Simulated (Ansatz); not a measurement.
Mg2Ge (anti-fluorite, space group No. 225) at seven volumes, PBE (plane waves, PAW; program Ansatz), scaled uniformly. One row is withheld.

| V (Å³/atom) | P (GPa) |
|---|---|
| 20.075 | ? |
| 20.737 | 3.50 |
| 21.399 | 1.61 |
| 22.061 | 0.00 |
| 22.723 | -1.39 |
| 23.384 | -2.57 |
| 24.046 | -3.58 |

Q: Fit the shown pressures and predict the withheld one.

A: P = (3/2)B₀(x^(7/2) − x^(5/2))[1 + (3/4)(B′ − 4)(x − 1)] with x = (V₀/V)^(2/3). Least squares on the six rows gives V₀ = 22.059 Å³/atom, B₀ = 49.7 GPa, B′ = 4.20. At V = 20.075, x = 1.0648 and P = 5.71 GPa. The run itself gave 5.70 GPa.

Space group Fm-3m (anti-fluorite). The PBE relaxation kept the symmetry of its start; of distortions, only those at the zone centre were tested.

Potentials: the later of the program's two PAW sets.
